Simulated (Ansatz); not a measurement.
Relaxed BP (zinc blende):

```
BP
1.0
    0.00000     4.54847     4.54847
    2.27424     2.27424     4.54847
    2.27424     2.27424     0.00000
P B
2 2
Direct
  0.00000   0.75000   0.75000
  0.50000   0.75000   0.75000
  0.00000   0.00000   0.00000
  0.50000   0.00000   0.00000
```

The atoms are displaced by Q × the pattern below (from a DFPT mode at X = (0.5, 0.5, 0.0), largest move 1; Q in Å), at fixed cell. It is one choice among 2 degenerate patterns. (q is in reciprocal vectors of the primitive cell; the cell shown is doubled to hold the pattern.)

```json
[
 {"atom": "P1", "x": "0.000", "y": "1.000", "z": "0.000"},
 {"atom": "P2", "x": "0.000", "y": "-1.000", "z": "0.000"},
 {"atom": "B3", "x": "0.800", "y": "0.000", "z": "0.000"},
 {"atom": "B4", "x": "-0.800", "y": "0.000", "z": "0.000"}
]
```

The numbers are results of PBE (plane waves to 420 eV, PAW, scalar-relativistic; Ansatz, a first-principles code), not measurements. k mesh 12×12×12 (Γ-centred), Fermi-Dirac smearing 0.05 eV. E stands for the smeared free energy. Compression counts positive. BP was relaxed with its symmetry unable to fall. ΔE is measured from the undisplaced structure.

| Q (Å) | ΔE (meV/cell) | P (GPa) | −dE/dQ from forces (eV/Å) |
|---|---|---|---|
| -0.100 | 136.9 | -0.41 | 2.737 |
| -0.083 | ? | -0.29 | 2.282 |
| -0.067 | 60.9 | -0.19 | 1.826 |
| -0.050 | ? | -0.11 | 1.369 |
| -0.033 | 15.2 | -0.05 | 0.913 |
| -0.017 | 3.8 | -0.02 | 0.456 |
| 0.000 | 0.0 | -0.01 | 0.000 |
| 0.017 | 3.8 | -0.02 | -0.456 |
| 0.033 | 15.2 | -0.05 | -0.913 |
| 0.050 | ? | -0.11 | -1.369 |
| 0.067 | 60.9 | -0.19 | -1.826 |
| 0.083 | ? | -0.29 | -2.282 |
| 0.100 | 136.9 | -0.41 | -2.737 |

Question: Complete the blanks.

Answer: 
- -0.083, ΔE (meV/cell): 95.1
- -0.050, ΔE (meV/cell): 34.2
- 0.050, ΔE (meV/cell): 34.2
- 0.083, ΔE (meV/cell): 95.1

(A displaced cell: forces are minus the slopes of the energy, force constants its curvatures, and phonons follow from these.)
